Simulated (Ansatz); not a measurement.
An Ansatz (an electronic-structure program) run. Input:

Ansatz 0.2 input:
```yaml
crystal:
  lattice:
    - [0.0, 3.1871229737, 3.1871229737]
    - [3.1871229737, 0.0, 3.1871229737]
    - [3.1871229737, 3.1871229737, 0.0]
  atoms:
    - { symbol: Te, position: [0.0, 0.0, 0.0] }
    - { symbol: Sn, position: [0.5, 0.5, 0.5] }
kpoints:
  mp_grid: { grid: [7, 7, 7] }
hamiltonian:
  xc: r2scan
  pseudopotentials: { kind: paw }
scf:
  occupations: { method: fixed }
output:
  optics: { e_range: [0.0, 15.0], de: 0.05, sigma: 0.1, bands: { spectra_wanted_up_to: 12 eV } }
```

Output (shortened):

```
output.optics: the spectra are integrated over the Brillouin zone by k·p interpolation around the k-points, where levels, occupations, output.optics.sigma and …
Pseudopotential: Te, paw, valence charge 16
Pseudopotential: Sn, paw, valence charge 14
Functional definition: r2SCAN
Crystal: 2 atoms, lattice volume = 64.748 Å³
Basis set: ecut = 500 eV, 1639 PW (Γ), exchange–correlation on 144×144×144 points (64 copies of the dense FFT grid, shifted against one another)
Bands: 19, of which v1, the nominal top of the filled ones, is band 15 counted from 1 (14 counted from 0)
Symmetry: 48 space group operations
Space group: Fm-3m (ITA 225), of the structure as read, at distance tolerance 4.0e-5 Å
k-points: 20 of 343
SCF iter   1: F=—  HF=-13033.980010 eV  |F-HF|=—  |Δ(HF+E_count)|=         —  Δρ=3.41e-3  dr2=4.83e-3  dr2_τ=5.47e-4  ethr=1.77e-3  ⟨swp⟩=4.8  Hψ=1621  notcnv=0  defer=33
preconditioner: auto → none
SCF iter   2: F=—  HF=-13033.987638 eV  |F-HF|=—  |Δ(HF+E_count)|=   7.63e-3  Δρ=1.28e-3  dr2=8.03e-4  dr2_τ=2.70e-5  ethr=1.61e-5  ⟨swp⟩=2.6  Hψ=804  notcnv=0  defer=36
SCF iter   3: F=—  HF=-13033.987920 eV  |F-HF|=—  |Δ(HF+E_count)|=   2.82e-4  Δρ=4.40e-4  dr2=7.25e-5  dr2_τ=4.11e-6  ethr=2.68e-6  ⟨swp⟩=2.0  Hψ=724  notcnv=0  defer=36
SCF iter   4: F=—  HF=-13033.987918 eV  |F-HF|=—  |Δ(HF+E_count)|=   2.43e-6  Δρ=1.26e-4  dr2=4.56e-6  dr2_τ=1.51e-7  ethr=2.42e-7  ⟨swp⟩=2.0  Hψ=574  notcnv=0  defer=33
SCF iter   5: F=—  HF=-13033.987921 eV  |F-HF|=—  |Δ(HF+E_count)|=   2.89e-6  Δρ=3.39e-5  dr2=1.50e-6  dr2_τ=7.66e-9  ethr=1.52e-8  ⟨swp⟩=2.0  Hψ=681  notcnv=0  defer=10
SCF iter   6: F=—  HF=-13033.987920 eV  |F-HF|=—  |Δ(HF+E_count)|=   1.25e-6  Δρ=7.44e-6  dr2=4.66e-8  dr2_τ=4.25e-10  ethr=5.00e-9  ⟨swp⟩=2.8  Hψ=639  notcnv=0
SCF iter   7: F=—  HF=-13033.987920 eV  |F-HF|=—  |Δ(HF+E_count)|=   7.34e-9  Δρ=1.49e-6  dr2=7.86e-10  dr2_τ=1.81e-11  ethr=1.55e-10  ⟨swp⟩=2.0  Hψ=580  notcnv=0
SCF iter   8: F=—  HF=-13033.987920 eV  |F-HF|=—  |Δ(HF+E_count)|=  4.55e-10  Δρ=1.40e-7  dr2=2.31e-11  dr2_τ=1.88e-13  ethr=2.62e-12  ⟨swp⟩=2.2  Hψ=535  notcnv=0
SCF iter   9: F=-13033.987920 eV  HF=-13033.987920 eV  |F-HF|=0.00e0  |Δ(HF+E_count)|=  1.46e-11  Δρ=2.50e-8  dr2=2.49e-13  dr2_τ=6.65e-15  ethr=1.00e-12  ⟨swp⟩=4.8  Hψ=1392  notcnv=0
SCF 1 converged in 9 iterations: F = -13033.987920 eV  dr2 = 2.49e-13
NSCF: frozen V_eff on 20 k-points
Optics k sum: 0 of 20 k-points
Optics k sum: 1 of 20 k-points
Optics k sum: 2 of 20 k-points
Optics k sum: 3 of 20 k-points
Optics k sum: 4 of 20 k-points
Optics k sum: 5 of 20 k-points
Optics k sum: 6 of 20 k-points
Optics k sum: 7 of 20 k-points
Optics k sum: 8 of 20 k-points
Optics k sum: 9 of 20 k-points
Optics k sum: 10 of 20 k-points
Optics k sum: 11 of 20 k-points
Optics k sum: 12 of 20 k-points
Optics k sum: 13 of 20 k-points
Optics k sum: 14 of 20 k-points
Optics k sum: 15 of 20 k-points
Optics k sum: 16 of 20 k-points
Optics k sum: 17 of 20 k-points
Optics k sum: 18 of 20 k-points
Optics k sum: 19 of 20 k-points
Optics k sum: 20 of 20 k-points
Optics k sum: 0 of 20 k-points
Optics k sum: 1 of 20 k-points
Optics k sum: 2 of 20 k-points
Optics k sum: 3 of 20 k-points
Optics k sum: 4 of 20 k-points
Optics k sum: 5 of 20 k-points
Optics k sum: 6 of 20 k-points
Optics k sum: 7 of 20 k-points
Optics k sum: 8 of 20 k-points
Optics k sum: 9 of 20 k-points
Optics k sum: 10 of 20 k-points
Optics k sum: 11 of 20 k-points
Optics k sum: 12 of 20 k-points
Optics k sum: 13 of 20 k-points
Optics k sum: 14 of 20 k-points
Optics k sum: 15 of 20 k-points
Optics k sum: 16 of 20 k-points
Optics k sum: 17 of 20 k-points
Optics k sum: 18 of 20 k-points
Optics k sum: 19 of 20 k-points
Optics k sum: 20 of 20 k-points
Optics k sum: 0 of 20 k-points
Optics k sum: 1 of 20 k-points
Optics k sum: 2 of 20 k-points
Optics k sum: 3 of 20 k-points
Optics k sum: 4 of 20 k-points
Optics k sum: 5 of 20 k-points
Optics k sum: 6 of 20 k-points
Optics k sum: 7 of 20 k-points
Optics k sum: 8 of 20 k-points
Optics k sum: 9 of 20 k-points
Optics k sum: 10 of 20 k-points
Optics k sum: 11 of 20 k-points
Optics k sum: 12 of 20 k-points
Optics k sum: 13 of 20 k-points
Optics k sum: 14 of 20 k-points
Optics k sum: 15 of 20 k-points
Optics k sum: 16 of 20 k-points
Optics k sum: 17 of 20 k-points
Optics k sum: 18 of 20 k-points
Optics k sum: 19 of 20 k-points
Optics k sum: 20 of 20 k-points
NSCF: frozen V_eff on 1 k-points
NSCF: frozen V_eff on 1 k-points
NSCF: frozen V_eff on 1 k-points
NSCF: frozen V_eff on 1 k-points
output.optics: what the bands over the 34 summed would add to eps1, eps2 and the energy-loss function is held between a lower and an upper bound (8 Lanczos …
SCF converged after 9 iterations
Free energy (F): -13033.987920 eV
Harris-Foulkes:  -13033.987920 eV  (|F-HF|=0.00e0)
Internal energy: -13033.987920 eV  (E = F + TS)
E sigma→0 (E₀):  -13033.987920 eV
Fermi energy:    8.961544 eV
--- Per-component energies (eV) ---
  E_band       = -388.379988
  E_kinetic    = 364.727023
  E_local      = -2205.663141  (includes V_loc(G=0)·N_el)
  E_nonlocal   = -343.696614
  E_hartree    = 1374.527076
  E_xc         = -490.596715
  E_vxc        = -216.635217  (∫ρ·V_xc dr)
  E_paw        = -8842.110470  (= ΣΔE_a)
  E_vpaw       = -749.547775  (= ΣTr[D̂ρ^β])
  E_aug_tail   = -0.000036  (compensation charges beyond the density's cutoff)
  E_vtau       = 13.381605  (kinetic-family band-sum trace: ∫τ·v_τ [+ j·A + Jᵃ·Aᵃ] dr)
  E_ewald      = -2892.195217
  E_core_change = 1.020175  (= ΣΔE_core)
  E_smearing   =  0.000000  (= −TS)
  E_closure    = 0.000000  (closes the sum)
  Σ components = -13033.987920   (vs F -13033.987920, Δ=0.00e0)
  [band-id]    e_kinetic+e_local+e_nonlocal+2·e_hartree+e_vxc+e_vpaw+e_augmentation_tail+e_vtau = -388.380004   (vs E_band -388.379988, Δ=-1.60e-5)
--- Band table (eV; the first three rows and the last of 20) ---
  k-point 0: bands = ["-28.7964", "-28.7964", "-28.7910", "-28.7910", "-28.7910", "-13.5863", "-13.5863", "-13.5833", "-13.5833", "-13.5833", "-4.0154", "4.3474", "6.8334", "6.8334", "6.8334", "12.5846", "12.5846", "12.5846", "14.2761"]
  k-point 1: bands = ["-28.7963", "-28.7963", "-28.7909", "-28.7908", "-28.7908", "-13.5873", "-13.5873", "-13.5831", "-13.5823", "-13.5823", "-3.8438", "3.4240", "6.8698", "6.8698", "7.5020", "11.7415", "11.7415", "11.8288", "14.2347"]
  k-point 2: bands = ["-28.7962", "-28.7962", "-28.7908", "-28.7906", "-28.7906", "-13.5900", "-13.5900", "-13.5825", "-13.5796", "-13.5796", "-3.3756", "1.9213", "6.9929", "6.9929", "8.3398", "10.4932", "10.4932", "10.6390", "14.9213"]
  k-point 19: bands = ["-28.7965", "-28.7959", "-28.7907", "-28.7904", "-28.7898", "-13.5982", "-13.5874", "-13.5815", "-13.5790", "-13.5744", "-2.3951", "1.4655", "4.1141", "4.8250", "7.8188", "10.3947", "13.4742", "14.3950", "14.6653"]
```

Cost: about 80 core-seconds (a rough figure) on shared cores.

Symmetry was held in the r²SCAN relaxation. At this level the phase is dynamically unstable (imaginary phonons). Scalar-relativistic: spin–orbit coupling is off unless named, which matters more the heavier the elements.

Potentials: the later of the program's two PAW sets.

Ansatz is a plane-wave DFT program.
